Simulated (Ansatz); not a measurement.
## BP, first-principles data

BP:
```xyz
4
Lattice="3.0406 0.0000 0.0000 -1.5203 2.6333 0.0000 0.0000 0.0000 5.0482" Properties=species:S:1:pos:R:3 pbc="T T T"
B      0.0000     0.0000     0.0000
B      0.0000     0.0000     2.5241
P      0.0000     1.7555     1.2620
P      1.5203     0.8778     3.7861
```

Space group P6_3/mmc (No. 194), NiAs type; conventional cell a = b = 3.0406 Å, c = 5.0482 Å, α = β = 90.00°, γ = 120.00°.

Method: PBEsol (plane waves, PAW; program Ansatz). The cell and atoms are relaxed at this level. Other levels are named where they apply.

**Cell and energy**

```
Item                                                         Result
-----------------------------------------------------  ------------
Volume per atom                                            10.10 Å³
Density                                                  3.43 g/cm³
Formation energy from the elements (no fitted shifts)  0.67 eV/atom
```

**Electronic structure**

```
Quantity                                                                    Result
------------------------------------  --------------------------------------------
Electronic character                                             metallic (no gap)
Density of states at the Fermi level  0.26 states/eV per atom (mean over ±0.08 eV)
```

**Mechanics**

```
Property                                                                                        Value
--------------------------------------------  -------------------------------------------------------
Bulk modulus (Birch–Murnaghan fit)                                                            165 GPa
Pressure derivative B′                                                                            4.0
Elastic constants (relaxed ions, GPa)         C11 = 287, C12 = 70.1, C13 = 134, C33 = 255, C44 = 32.5
Mechanical stability                                           stable (all eigenvalues of C positive)
Hill bulk and shear moduli                                                           167 and 59.2 GPa
Young's modulus                                                                               159 GPa
Poisson's ratio                                                                                  0.34
Debye temperature from the elastic constants                                                    642 K
```

**Phonons**

```
Item                                                     Result
-----------------------------  --------------------------------
Highest zone-centre frequency                          402 cm⁻¹
Zone-centre stability          unstable, softest mode 403i cm⁻¹
```

A made-up cell: these elements were put on the sites of a structure type; neither database checked (COD, Materials Project) lists it. It is not the phase usual at ambient conditions (space group No. 216). The PBEsol relaxation kept the symmetry of its start. As this level gives no gap, shear constants depend on the k-mesh and smearing (Fermi–Dirac, 0.1 eV here). As this level gives no gap, phonon frequencies hold no LO–TO term and depend on the k-mesh and smearing (Fermi–Dirac, 0.1 eV here). On the denser mesh and wider smearing of the elastic run this cell carries a stress of 0.3 GPa. The references are the lowest solids computed at this level, not always the standard phases.

Potentials: the earlier of the program's two PAW sets. The files were generated under PBE; for other functionals the program regenerates the frozen cores, and for LDA and PBEsol the local potential too.
